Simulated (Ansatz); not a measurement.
This run works on a generated trial structure, not on a known crystal.

Input and command of a plane-wave DFT calculation in Ansatz:

```yaml
crystal:
  lattice:
    - [4.6091566722, 0.0, 0.0]
    - [-2.3045783361, 3.9916467682, 0.0]
    - [0.0, 0.0, 4.8341535804]
  atoms:
    - { symbol: Zr, position: [0.3333333333, 0.6666666667, 0.0] }
    - { symbol: V, position: [0.6666666667, 0.3333333333, 0.2254259732], spin: 0.28 }
    - { symbol: V, position: [0.6666666667, 0.3333333333, 0.7745740268], spin: 0.28 }
    - { symbol: V, position: [0.0, 0.0, 0.0], spin: -0.38 }
    - { symbol: Se, position: [0.0, 0.0, 0.5] }
basis:
  ecutwfc: 420
kpoints:
  mp_grid: { grid: [12, 12, 8] }
hamiltonian:
  xc: pbe
scf:
  occupations: { method: gaussian, width: 0.1 }
output:
  forces: true
  stress: true
  eigenvalues: true
  populations: true
magnetization:
  spin_polarized: true
relax:
  adjacent_minimum: "off"
  f_tol: 0.01
  max_steps: 80
  cell: { stress_tol: 0.05 }
```

```bash
ansatz run input.yaml --threads 1 --pin off --max-ram 2560MiB --backend cpu --events-out ev --progress --plain --runs-dir out
```

Processor: Arm Neoverse V2, 1 thread, on a host shared with other jobs.

Q: How long does it run, and how much memory does it take?

A: About 15 min, peak memory 0.75 GiB. It solves 41 bands at 95 k points (after reduction by symmetry) with about 1727 plane waves (on the last cell), in 107 SCF iterations over 6 ionic steps.
